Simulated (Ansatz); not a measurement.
HfMo$_{2}$:
```
HfMo2
1.0
    0.00000     3.77431     3.77431
    3.77431     0.00000     3.77431
    3.77431     3.77431     0.00000
Mo Hf
4 2
Direct
  0.12500   0.12500   0.12500
  0.62500   0.12500   0.12500
  0.12500   0.12500   0.62500
  0.12500   0.62500   0.12500
  0.50000   0.50000   0.50000
  0.75000   0.75000   0.75000
```

Relaxed with r²SCAN.

**Question.** Give the Bader charges and basin volumes of the independent atoms, plane-wave PAW r²SCAN (Ansatz code).

**Answer.** 

```csv
atom,Bader charge (e),Bader volume (Å³)
Mo1,-0.70,19.4
Hf5,+1.41,14.9
```

Space group Fd-3m (cubic Laves (MgCu2 type)). The workflow started from an entry of the Crystallography Open Database (COD). Whether it is the stable phase at ambient conditions was not checked. The cell was relaxed with r²SCAN under the symmetry of its start; whether a distortion lowers the energy is not shown. The run is not spin-polarised. Spin–orbit coupling is left out wherever it is not named.

Potentials: the later of the program's two PAW sets.
